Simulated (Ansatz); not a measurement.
CdS (zinc blende)

```
CdS
1.0
    0.00000     2.96355     2.96355
    2.96355     0.00000     2.96355
    2.96355     2.96355     0.00000
S Cd
1 1
Direct
  0.75000   0.75000   0.75000
  0.00000   0.00000   0.00000
```

Grid over V/V₀ and (c/a)/(c/a)₀, subscript 0 meaning the relaxed cell; the conventional c axis lies along z; no internal relaxation.

Computed with PBE (plane waves to 420 eV, PAW, scalar-relativistic; Ansatz, a program for electronic structure). k mesh 10×10×10 (Γ-centred), Fermi-Dirac smearing 0.05 eV. E stands for the smeared free energy. CdS was relaxed with its symmetry unable to fall. The PAW data are Ansatz's earlier set. ΔE is measured from the relaxed starting cell.

Question: Give the computed ΔE (meV/atom) at all points of the grid V/V₀ = 0.960, 0.973, 0.987, 1.000, 1.013, 1.027, 1.040 by (c/a)/(c/a)₀ = 0.880, 0.920, 0.960, 1.000, 1.040, 1.080, 1.120.

Answer: ΔE (meV/atom), with V/V₀ across and (c/a)/(c/a)₀ down:

```
(c/a)/(c/a)₀ \ V/V₀  0.960  0.973  0.987  1.000  1.013  1.027  1.040
-------------------  -----  -----  -----  -----  -----  -----  -----
0.880                 19.4   16.2   14.6   14.8   16.4   19.4   23.6
0.920                 12.9    9.1    7.0    6.6    7.7   10.3   14.1
0.960                  8.9    4.7    2.4    1.7    2.5    4.8    8.4
1.000                  7.5    3.3    0.8    0.0    0.7    2.9    6.4
1.040                  9.0    4.8    2.4    1.7    2.6    4.8    8.4
1.080                 13.5    9.6    7.5    7.0    8.1   10.6   14.4
1.120                 21.4   17.9   16.2   16.1   17.5   20.3   24.4
```

(A scan under strain: stresses follow from slopes of the energy per volume, elastic moduli from its curvatures.)
